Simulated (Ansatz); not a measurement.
Relaxation of a relaxed TiSi2 cell shaken by Gaussian noise of σ = 0.08 Å a coordinate; 9 atoms in the cell, which starts as P1 (No. 1), aP9; a = 6.1355 Å, b = c = 6.1853 Å, α = 120.00°, β = γ = 90.00°. Calculation: PBE (plane waves to 420 eV, PAW, scalar-relativistic; Ansatz, a quantum-chemistry and plane-wave program). Γ-centred k-mesh 5×5×4 on the run's cell (coarser than for final values), Fermi–Dirac smearing 0.05 eV. This is the first round of the run. 

The optimiser's lines from the output (shortened; P is positive under compression):

```
relax step   1: F+E_penalty+E_count = -11309.75212336 eV  Δ(F+E_penalty+E_count) = +0.000e0 eV  max|allowed force component| = 2.542e0 eV/Å  Δτ_max = 0.0000 Å  P = +1.459 GPa  Ω = 203.286 Å³  (10 SCF iters, dr2 threshold 1.00e-7 eV, accepted)
relax step   2: F+E_penalty+E_count = -11310.43962564 eV  Δ(F+E_penalty+E_count) = -6.875e-1 eV  max|allowed force component| = 5.371e-1 eV/Å  Δτ_max = 0.1644 Å  P = +1.867 GPa  Ω = 197.413 Å³  (7 SCF iters, dr2 threshold 9.00e-7 eV, accepted)
relax step   3: F+E_penalty+E_count = -11310.76604710 eV  Δ(F+E_penalty+E_count) = -3.264e-1 eV  max|allowed force component| = 3.865e-1 eV/Å  Δτ_max = 0.2000 Å  P = -0.819 GPa  Ω = 201.956 Å³  (7 SCF iters, dr2 threshold 9.00e-7 eV, accepted)
relax step   4: F+E_penalty+E_count = -11311.14074919 eV  Δ(F+E_penalty+E_count) = -3.747e-1 eV  max|allowed force component| = 5.566e-1 eV/Å  Δτ_max = 0.1955 Å  P = -2.922 GPa  Ω = 201.419 Å³  (7 SCF iters, dr2 threshold 9.00e-7 eV, accepted)
relax step   5: F+E_penalty+E_count = -11311.62609893 eV  Δ(F+E_penalty+E_count) = -4.853e-1 eV  max|allowed force component| = 7.031e-1 eV/Å  Δτ_max = 0.1958 Å  P = -5.213 GPa  Ω = 197.477 Å³  (7 SCF iters, dr2 threshold 9.00e-7 eV, accepted)
relax step   6: F+E_penalty+E_count = -11312.55951971 eV  Δ(F+E_penalty+E_count) = -9.334e-1 eV  max|allowed force component| = 7.680e-1 eV/Å  Δτ_max = 0.1963 Å  P = -6.567 GPa  Ω = 185.134 Å³  (8 SCF iters, dr2 threshold 9.00e-7 eV, accepted)
relax step   7: F+E_penalty+E_count = -11313.48768709 eV  Δ(F+E_penalty+E_count) = -9.282e-1 eV  max|allowed force component| = 7.231e-1 eV/Å  Δτ_max = 0.1951 Å  P = -7.595 GPa  Ω = 172.740 Å³  (7 SCF iters, dr2 threshold 9.00e-7 eV, accepted)
relax step   8: F+E_penalty+E_count = -11314.43602894 eV  Δ(F+E_penalty+E_count) = -9.483e-1 eV  max|allowed force component| = 6.280e-1 eV/Å  Δτ_max = 0.1912 Å  P = -2.793 GPa  Ω = 154.322 Å³  (7 SCF iters, dr2 threshold 9.00e-7 eV, accepted)
relax step   9: F+E_penalty+E_count = -11314.45926846 eV  Δ(F+E_penalty+E_count) = -2.324e-2 eV  max|allowed force component| = 7.625e-1 eV/Å  Δτ_max = 0.1962 Å  P = +1.478 GPa  Ω = 146.710 Å³  (7 SCF iters, dr2 threshold 9.00e-7 eV, accepted)
relax step  10: F+E_penalty+E_count = -11314.54393334 eV  Δ(F+E_penalty+E_count) = -8.466e-2 eV  max|allowed force component| = 1.005e0 eV/Å  Δτ_max = 0.1950 Å  P = +4.188 GPa  Ω = 145.304 Å³  (7 SCF iters, dr2 threshold 9.00e-7 eV, accepted)
relax step  11: F+E_penalty+E_count = -11314.96002828 eV  Δ(F+E_penalty+E_count) = -4.161e-1 eV  max|allowed force component| = 5.074e-1 eV/Å  Δτ_max = 0.2000 Å  P = +1.807 GPa  Ω = 145.454 Å³  (7 SCF iters, dr2 threshold 9.00e-7 eV, accepted)
relax step  12: F+E_penalty+E_count = -11315.26955984 eV  Δ(F+E_penalty+E_count) = -3.095e-1 eV  max|allowed force component| = 3.226e-1 eV/Å  Δτ_max = 0.1997 Å  P = +0.386 GPa  Ω = 145.975 Å³  (7 SCF iters, dr2 threshold 9.00e-7 eV, accepted)
relax step  13: F+E_penalty+E_count = -11315.34220941 eV  Δ(F+E_penalty+E_count) = -7.265e-2 eV  max|allowed force component| = 4.301e-1 eV/Å  Δτ_max = 0.1936 Å  P = -1.030 GPa  Ω = 147.955 Å³  (7 SCF iters, dr2 threshold 9.00e-7 eV, accepted)
relax step  14: F+E_penalty+E_count = -11315.39996591 eV  Δ(F+E_penalty+E_count) = -5.776e-2 eV  max|allowed force component| = 8.364e-2 eV/Å  Δτ_max = 0.0541 Å  P = +0.020 GPa  Ω = 145.701 Å³  (6 SCF iters, dr2 threshold 9.00e-7 eV, accepted)
relax step  15: F+E_penalty+E_count = -11315.41768810 eV  Δ(F+E_penalty+E_count) = -1.772e-2 eV  max|allowed force component| = 1.495e-1 eV/Å  Δτ_max = 0.0568 Å  P = -0.111 GPa  Ω = 146.251 Å³  (6 SCF iters, dr2 threshold 9.00e-7 eV, accepted)
relax step  16: F+E_penalty+E_count = -11315.38289837 eV  Δ(F+E_penalty+E_count) = +3.479e-2 eV  max|allowed force component| = 3.376e-1 eV/Å  Δτ_max = 0.1948 Å  P = +0.851 GPa  Ω = 145.982 Å³  (6 SCF iters, dr2 threshold 9.00e-7 eV, rejected (line search))
relax step  17: F+E_penalty+E_count = -11315.43967840 eV  Δ(F+E_penalty+E_count) = -2.199e-2 eV  max|allowed force component| = 1.193e-1 eV/Å  Δτ_max = 0.0526 Å  P = +0.201 GPa  Ω = 146.335 Å³  (11 SCF iters, accepted)
relax step  18: F+E_penalty+E_count = -11315.45522444 eV  Δ(F+E_penalty+E_count) = -1.555e-2 eV  max|allowed force component| = 9.647e-2 eV/Å  Δτ_max = 0.0980 Å  P = -0.359 GPa  Ω = 147.115 Å³  (6 SCF iters, dr2 threshold 9.00e-7 eV, accepted)
relax step  19: F+E_penalty+E_count = -11315.45873612 eV  Δ(F+E_penalty+E_count) = -3.512e-3 eV  max|allowed force component| = 7.348e-2 eV/Å  Δτ_max = 0.0511 Å  P = +0.310 GPa  Ω = 145.749 Å³  (6 SCF iters, dr2 threshold 8.01e-7 eV, accepted)
relax step  20: F+E_penalty+E_count = -11315.46096230 eV  Δ(F+E_penalty+E_count) = -2.226e-3 eV  max|allowed force component| = 2.057e-2 eV/Å  Δτ_max = 0.0144 Å  P = +0.055 GPa  Ω = 146.295 Å³  (6 SCF iters, dr2 threshold 9.00e-7 eV, accepted)
relax step  21: F+E_penalty+E_count = -11315.46125699 eV  Δ(F+E_penalty+E_count) = -2.947e-4 eV  max|allowed force component| = 1.208e-2 eV/Å  Δτ_max = 0.0106 Å  P = +0.010 GPa  Ω = 146.361 Å³  (6 SCF iters, dr2 threshold 9.95e-8 eV, accepted)
relax step  22: F+E_penalty+E_count = -11315.46120402 eV  Δ(F+E_penalty+E_count) = +5.298e-5 eV  max|allowed force component| = 1.738e-2 eV/Å  Δτ_max = 0.0160 Å  P = -0.004 GPa  Ω = 146.330 Å³  (6 SCF iters, dr2 threshold 2.86e-8 eV, rejected (line search))
relax step  23: F+E_penalty+E_count = -11315.46142610 eV  Δ(F+E_penalty+E_count) = -1.691e-4 eV  max|allowed force component| = 2.506e-3 eV/Å  Δτ_max = 0.0076 Å  P = +0.005 GPa  Ω = 146.349 Å³  (9 SCF iters, accepted)
relax step  24: F+E_penalty+E_count = -11315.46143470 eV  Δ(F+E_penalty+E_count) = -8.607e-6 eV  max|allowed force component| = 9.740e-4 eV/Å  Δτ_max = 0.0016 Å  P = +0.004 GPa  Ω = 146.347 Å³  (6 SCF iters, dr2 threshold 1.48e-9 eV, accepted)
relax step  25: F+E_penalty+E_count = -11315.45529880 eV  Δ(F+E_penalty+E_count) = +6.136e-3 eV  max|allowed force component| = 1.583e-3 eV/Å  Δτ_max = 0.0000 Å  P = +0.012 GPa  Ω = 146.347 Å³  stress off target by 1.94e-2 GPa  SCF on the basis re-selected at this cell (its energy is not comparable with the rows above)  (7 SCF iters)
```

From the first to the last row the energy changes by -0.63 eV/atom and the volume by -28.0 %. The last row is marked as not comparable with the walk above it, whose basis was carried along; it does compare with step 1, since both stand on a basis selected at the nominal cutoff for their own cell.

Steps 16, 22 were rejected by the optimiser.

Later rounds, restarted from the end of this one on a renewed k-mesh, logged 8 more steps and released under 0.01 eV/atom more. The final structure after all rounds: P-1 (No. 2), aP9; a = 5.038 Å, b = 5.434 Å, c = 5.662 Å, α = 86.99°, β = 70.65°, γ = 89.75°. Between re-selections the logged energies stand on a plane-wave basis carried along with the cell. No spin polarisation in the result.

The relaxed structure here is a generated cell of TiSi2: the first start was made by placing the elements on the sites of a structure type, and the end was not matched to a known phase here, so it may be hypothetical. Known forms of TiSi2 include space group No. 63, 70.
